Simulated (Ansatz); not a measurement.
# GdB2Rh3: B vacancy

Computed with the plane-wave PAW code Ansatz (scalar-relativistic, PAW set soft_2): PBEsol, collinear spin, 420 eV cutoff, k-mesh 4×4×4 shifted by half a step.

The relaxed host crystal (no gap at this level of theory):

```cif
data_structure
_symmetry_space_group_name_H-M 'P 1'
_symmetry_Int_Tables_number 1
_cell_length_a 5.3606
_cell_length_b 5.3606
_cell_length_c 3.1188
_cell_angle_alpha 90.000
_cell_angle_beta 90.000
_cell_angle_gamma 120.000
_cell_volume 77.62
loop_
_atom_site_label
_atom_site_type_symbol
_atom_site_fract_x
_atom_site_fract_y
_atom_site_fract_z
_atom_site_occupancy
Gd1 Gd 0.00000 0.00000 0.00000 1
B1 B 0.33333 0.66667 0.00000 1
B2 B 0.66667 0.33333 0.00000 1
Rh1 Rh 0.50000 0.00000 0.50000 1
Rh2 Rh 0.50000 0.50000 0.50000 1
Rh3 Rh 0.00000 0.50000 0.50000 1
```

Supercell of 18 atoms, rows of the matrix [[-1,-1,1],[1,0,1],[0,1,1]] times the cell vectors; B vacancy at (0.333, 0.667, 0.000) in fractions of the cell above. Atoms are relaxed at the host's cell, from a start shaken by 0.03 Å near the defect. The cell loses 1 of its 6 B, so this is a heavily defective crystal.

Distances from the empty B site (Å), by shell of the perfect crystal:

```
shell  perfect crystal  relaxed, charge 0
 6 Rh             2.20               2.31
```

```tsv
charge	moment of the cell (μB)	gap of the cell on the mesh (eV)
0	21.60	0.00
```

At charge 0 the unpaired electrons sit on atoms with moments (μB): 3 Gd of 6.97.

Formation energy of the neutral defect: 1.14 eV, taking atoms from and to the elements' standard states (no corrections for gases), so it belongs to those chemical potentials alone.

Caveats: Gd without a U keeps its half-filled shell, but its 4f levels lie too near the Fermi level; open f or d shells may hold a state above the lowest; small supercell, so energies and levels can be off by tenths of an eV; one random start near the defect, so other minima are possible.
